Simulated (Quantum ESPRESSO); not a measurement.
Ru2TiAl2ZrAg2, one composition in several site orders

A calculation, not a measurement. The program is pw.x of Quantum ESPRESSO 7.5 (plane-wave density functional theory). The cell is made up: eight metal atoms on a hexagonal close-packed lattice, with elements, volume, strain and displacements drawn at random and not relaxed, so it may be unstable or far from any real phase. PseudoDojo standard norm-conserving files set the functional (PBE unless stated); there is no spin polarisation or spin-orbit coupling, the Fermi-Dirac width of 0.25 eV means electrons at about 2900 K, and the masses in the input are unused placeholders. A spin test at this wide smearing found no moment, but such smearing suppresses magnetism that the real alloy may have.

The runs put one composition on the sites in different orders. Cell, positions, cutoff, mesh and smearing stay as in the input of run 1; sites are counted in its order. Stress in the tables is positive in tension.

Input of run 1:

```
&control calculation='scf', pseudo_dir='./dojo.nc.sr.pbe.v0_5.standard.upf', outdir='./o', disk_io='minimal', tprnfor=.true., tstress=.true. /
&system ibrav=0, nat=8, ntyp=5, nbnd=63, ecutwfc=84.00895049, nosym=.true., tot_charge=0,
 occupations='smearing', smearing='fd', degauss=0.0183746611
/
&electrons conv_thr=1.470e-08, electron_maxstep=70, mixing_beta=0.5 /
ATOMIC_SPECIES
Ag 1.0 Ag.upf
Al 1.0 Al.upf
Ru 1.0 Ru.upf
Ti 1.0 Ti.upf
Zr 1.0 Zr.upf
CELL_PARAMETERS angstrom
4.1768 -2.4115 0.0
-2.7845 0.0 -4.6424
2.7845 4.823 0.0
ATOMIC_POSITIONS angstrom
Ru -0.1481 0.0983 -0.062
Ti 1.459 2.5204 0.1977
Ru 0.0381 1.649 -2.2296
Al 1.2664 3.8833 -2.4244
Zr 2.8697 -0.0261 -0.1554
Ag 4.226 2.4237 0.1521
Ag 1.4224 -1.002 -2.3241
Al 2.7352 1.5646 -2.3142
K_POINTS automatic
6 5 5 1 1 1
```

| run | elements on sites 1 to 8 | free energy less that of run 1 (eV) | -TS (eV) | pressure (GPa) | stress xx (GPa) | stress yy (GPa) | stress zz (GPa) | stress yz (GPa) | stress xz (GPa) | stress xy (GPa) | iterations |
| --- | --- | --- | --- | --- | --- | --- | --- | --- | --- | --- | --- |
| 1 | Ru Ti Ru Al Zr Ag Ag Al | 0.000 | -1.233 | 11.47 | -12.40 | -11.74 | -10.26 | -0.85 | 2.34 | -0.21 | 14 |
| 2 | Ru Ag Ag Ti Ru Al Al Zr | 1.210 | -1.404 | 13.74 | -12.39 | -18.61 | -10.22 | -1.63 | 0.43 | 2.03 | 15 |
| 3 | Ti Zr Al Ru Ag Al Ru Ag | 0.820 | -1.409 | 12.04 | -12.65 | -16.27 | -7.22 | 0.21 | -0.97 | 2.96 | 15 |
| 4 | Ti Ag Ag Ru Ru Al Al Zr | 0.252 | -1.147 | 13.28 | -11.29 | -15.35 | -13.19 | -0.19 | 2.22 | -2.14 | 16 |
| 5 | Ru Ti Zr Al Ru Al Ag Ag | 0.497 | -1.294 | 12.98 | -13.11 | -14.37 | -11.47 | -0.84 | 1.40 | 0.57 | 15 |
| 6 | Ag Ru Ag Al Ru Zr Al Ti | 0.956 | -1.221 | 14.25 | -16.83 | -15.56 | -10.37 | -1.17 | 1.90 | 3.91 | 15 |

Forces Fx Fy Fz (eV/Å):

```
site             run 1              run 2              run 3              run 4              run 5              run 6
   1  1.76 -1.43 -0.02    1.41 -0.50 0.32    1.80 -1.29 0.36    2.04 0.28 -0.89   1.11 -1.89 -0.16    2.93 -0.79 0.07
   2  1.16 -0.81 -1.27  -0.31 -1.76 -1.68  -0.55 -1.47 -1.92  -0.33 -1.34 -1.71  -0.33 -0.55 -1.94  -1.14 -1.07 -0.76
   3  0.55 -0.41 -0.54  -0.30 -2.28 -1.35   0.22 -1.15 -0.30  -0.70 -2.73 -1.24   -1.01 -3.38 0.51  -0.08 -1.32 -0.60
   4    0.23 1.09 0.88     1.35 2.45 0.92     0.68 0.96 0.10     1.36 2.41 0.37     1.56 2.38 0.36     0.94 1.63 1.84
   5   -1.02 0.25 1.62    -1.31 0.28 1.72    -1.23 0.70 1.48   -1.34 -0.34 1.88    -0.72 1.19 1.83    -1.71 2.08 1.59
   6  -1.31 0.14 -0.69   -0.83 0.08 -2.44   -0.59 0.88 -1.16   -1.24 0.45 -1.66    0.09 0.42 -1.74  -1.44 -0.84 -3.13
   7   -1.13 0.32 0.07    -0.43 1.16 0.46    -0.07 0.60 0.12    -0.08 0.90 0.63    -0.94 0.71 0.33    0.14 1.50 -0.53
   8  -0.24 0.85 -0.06     0.41 0.57 2.05    -0.26 0.77 1.31     0.29 0.35 2.61     0.24 1.12 0.80    0.36 -1.17 1.51
```

The sites are displaced and not relaxed, so the energy differences mix bonding between neighbours with strain and are not ordering energies. A rerun of one cell of this series at a higher cutoff and on a denser mesh moved values by no more than 0.003 eV in energy, 0.04 GPa in stress and 0.003 eV/Å in force, and a second program with other atomic files agreed on that cell to 2 % rms in force and 0.5 GPa in pressure.